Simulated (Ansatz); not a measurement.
## Al: random displacements

Computed with Ansatz, DFT PBEsol, scalar-relativistic, plane waves, PAW. Settings: plane waves to 420 eV, k-mesh 10×10×10 (Γ-centred), Gaussian smearing 0.15 eV. No spin polarisation. Energies are free energies at this smearing, counted from the undisturbed cell; pressure is positive in compression.

The undisturbed cell (as given, not relaxed at this level):

```yaml
crystal:
  lattice:
    - [-4.04796, 4.04796, 0.00000]
    - [-4.04796, 0.00000, 4.04796]
    - [0.00000, 4.04796, 4.04796]
  atoms:
    - { symbol: Al, position: [0.00000, 0.00000, 0.00000] }
    - { symbol: Al, position: [0.50000, 0.00000, 0.00000] }
    - { symbol: Al, position: [0.00000, 0.50000, 0.00000] }
    - { symbol: Al, position: [0.00000, 0.00000, 0.50000] }
    - { symbol: Al, position: [0.50000, 0.50000, 0.00000] }
    - { symbol: Al, position: [0.50000, 0.00000, 0.50000] }
    - { symbol: Al, position: [0.00000, 0.50000, 0.50000] }
    - { symbol: Al, position: [0.50000, 0.50000, 0.50000] }
```

The atoms are displaced (Å, in the unstrained cell):

```csv
atom,ux,uy,uz
Al1,0.061,-0.119,-0.096
Al2,0.004,-0.062,0.062
Al3,0.001,-0.042,0.085
Al4,0.022,0.060,-0.052
Al5,-0.231,0.102,0.061
Al6,0.128,-0.082,-0.055
Al7,0.183,0.164,0.123
Al8,-0.169,-0.021,-0.128
```

Strain (Voigt, engineering shear): (0.0002, 0.0050, 0.0110, 0.0019, 0.0093, 0.0222).

**Question.** What are the energy change, the stress and the forces?

**Answer.** ΔE = 91.8 meV/atom; stress (xx, yy, zz, yz, xz, xy; compression positive) (0.17, -0.75, -0.16, 0.70, 0.50, -0.87) GPa.
| atom | Fx (eV/Å) | Fy | Fz |
| --- | --- | --- | --- |
| Al1 | 0.23 | 0.93 | 0.47 |
| Al2 | -0.36 | -0.54 | 0.20 |
| Al3 | -0.70 | 1.04 | -0.50 |
| Al4 | 0.32 | -0.73 | -0.19 |
| Al5 | 1.55 | -0.85 | 0.11 |
| Al6 | -0.87 | 0.38 | 0.22 |
| Al7 | -1.22 | -0.56 | -0.77 |
| Al8 | 1.06 | 0.33 | 0.45 |

Cost: 1 run of about 2.1 core-minutes, on Intel Xeon Platinum 8175M (Skylake/Cascade Lake) (shared hosts).